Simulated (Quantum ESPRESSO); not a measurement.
# Kohn-Sham bands of BeBr₂ (Ibam)

```
CELL_PARAMETERS angstrom
      0.00000     0.00000     5.55742
      5.73313     0.00000     0.00000
     -2.86657     5.29006    -2.77871
ATOMIC_POSITIONS crystal
  Be 0.25000 0.00000 0.00000
  Be 0.75000 0.00000 0.00000
  Br 0.11339 0.32291 0.22678
  Br 0.88661 0.67709 0.77322
  Br 0.38661 0.09613 0.77322
  Br 0.61339 0.90387 0.22678
```

Structure: Materials Project mp-30139, symmetrised, not relaxed again. COD (Crystallography Open Database) has an entry of this formula and space group (matched by these alone). Level: PBEsol, no spin polarisation, no spin-orbit coupling; pw.x of Quantum ESPRESSO at 71 Ry with PseudoDojo potentials, 4×4×4 k-points, Wannier90. Density: 6×6×6 mesh, cold smearing 0.01 Ry. The cell is built of weakly bound layers, chains or molecules, whose nearest atoms lie 4.04 Å apart. Database cells relaxed without dispersion often hold them too far apart, which can enlarge gaps and weakens couplings between them; spacing and stacking were not compared with the measured crystal. Spin-orbit coupling, left out, would split the p-like bands by a few tenths of an eV.

### Question
List the Kohn-Sham levels between −8 and 8.1 eV relative to the valence-band maximum at the high-symmetry points, as a band run of pw.x on that density gives them (levels within 2 meV counted together).

### Answer
```json
[
 {"point": "Γ", "k (reciprocal lattice)": "0.000 0.000 0.000", "levels (eV)": "-3.95, -3.58, -3.34, -2.40, -2.12, -1.95, -1.79, -1.58, -0.52, -0.35, -0.26, -0.23, 5.13, 5.44, 6.84, 7.09, 7.69, 7.90"},
 {"point": "X", "k (reciprocal lattice)": "0.000 0.000 0.500", "levels (eV)": "-3.82, -3.75, -3.10, -1.98, -1.94, -1.61, -1.56, -1.54, -1.31, -0.79, -0.59, -0.21, 5.64, 6.09, 6.14, 6.33, 7.12, 7.81, 7.92"},
 {"point": "F_0", "k (reciprocal lattice)": "0.000 0.353 0.323", "levels (eV)": "-3.69, -3.67, -3.37, -2.15, -2.04, -1.78, -1.67, -1.60, -1.02, -0.83, -0.53, -0.02, 5.94, 6.62, 6.62, 7.21, 7.87"},
 {"point": "Σ_0", "k (reciprocal lattice)": "0.000 0.647 -0.323", "levels (eV)": "-3.69, -3.67, -3.37, -2.15, -2.04, -1.78, -1.67, -1.60, -1.02, -0.83, -0.53, -0.02, 5.94, 6.62, 6.62, 7.21, 7.87"},
 {"point": "Λ_0", "k (reciprocal lattice)": "0.638 0.000 -0.319", "levels (eV)": "-3.87, -3.72, -2.83, -2.64, -2.56, -1.63, -1.34, -1.27, -0.94, -0.68, -0.41, -0.29, 5.73, 6.66, 6.72, 6.99, 7.75, 7.83, 7.95, 8.12"},
 {"point": "G_0", "k (reciprocal lattice)": "0.362 0.000 0.319", "levels (eV)": "-3.87, -3.72, -2.83, -2.64, -2.56, -1.63, -1.34, -1.27, -0.94, -0.68, -0.41, -0.29, 5.73, 6.66, 6.72, 6.99, 7.75, 7.83, 7.95, 8.12"},
 {"point": "R", "k (reciprocal lattice)": "0.500 0.500 -0.500", "levels (eV)": "-4.02 (×2), -3.01 (×2), -1.83 (×2), -1.24 (×2), -0.48 (×2), -0.33 (×2), 6.19 (×2), 6.89 (×2), 7.62 (×2), 7.94 (×2)"},
 {"point": "W", "k (reciprocal lattice)": "0.500 0.500 -0.250", "levels (eV)": "-3.99 (×2), -3.10 (×2), -1.74 (×2), -1.19 (×2), -0.51 (×2), -0.38 (×2), 6.42 (×2), 6.63 (×2), 7.60 (×2), 7.89 (×2)"},
 {"point": "S", "k (reciprocal lattice)": "0.500 0.000 0.000", "levels (eV)": "-3.86 (×2), -2.82 (×2), -1.96 (×2), -1.36 (×2), -0.85 (×2), -0.26 (×2), 6.28 (×2), 7.46 (×2), 7.71 (×2), 7.77 (×2)"},
 {"point": "T", "k (reciprocal lattice)": "0.000 0.500 0.000", "levels (eV)": "-3.78, -3.58, -3.40, -2.35, -2.05, -2.01, -1.63, -1.35, -0.93, -0.80, -0.53, -0.02, 6.50, 6.63, 6.90, 7.10, 7.58, 8.01"}
]
```
